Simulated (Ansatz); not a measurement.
GaMo₃ squeezed and stretched

A database entry relaxed whole under r2SCAN (Pm-3n):

```
Ga Mo
1.0
     4.93905    0.00000    0.00000
     0.00000    4.93905    0.00000
     0.00000    0.00000    4.93905
Ga Mo
2 6
Cartesian
  0.0000 0.0000 0.0000
  2.4695 2.4695 2.4695
  1.2348 0.0000 2.4695
  2.4695 3.7043 0.0000
  3.7043 0.0000 2.4695
  2.4695 1.2348 0.0000
  0.0000 2.4695 3.7043
  0.0000 2.4695 1.2348
```

The cell was scaled uniformly, its shape held, and the atoms relaxed at each volume with plane-wave PAW DFT (Ansatz 0.2.0; r2SCAN, 500 eV, 7×7×7 Γ-centred mesh, fermi-dirac occupations of width 0.100 eV; no spin, no spin-orbit coupling). One row is withheld.

```csv
volume (Å³/atom),energy over the lowest (meV/atom),pressure (GPa)
14.157,45.1,17.16
14.458,19.2,10.81
14.759,4.5,5.11
15.061,0.0,-0.01
15.362,?,?
15.663,17.5,-8.74
15.964,37.7,-12.45
```

Problem. Fit the pressures of the other rows to the third-order Birch-Murnaghan form.

Solution. With f = [(V₀/V)^(2/3) − 1]/2 and P = 3B₀f(1 + 2f)^(5/2)[1 + 3(B₀′ − 4)f/2], least squares gives V₀ = 15.06 Å³ an atom, B₀ = 242 GPa and B₀′ = 4.4; the rows miss the fit by less than 0.01 GPa. The slope of the energies differs from these pressures by 0.12 GPa, since they are taken to zero smearing while pressures follow the free energy.

Problem. What does the withheld row hold?

Solution. The fit gives -4.61 GPa at 15.362 Å³; the run gave -4.61 GPa and 4.6 meV an atom.

Caveats: the shape of the cell was held; 0 K, fixed nuclei; the symmetry was kept, and this need not be the phase that is stable at 0 K; one mesh for all volumes; pressure is positive in compression.
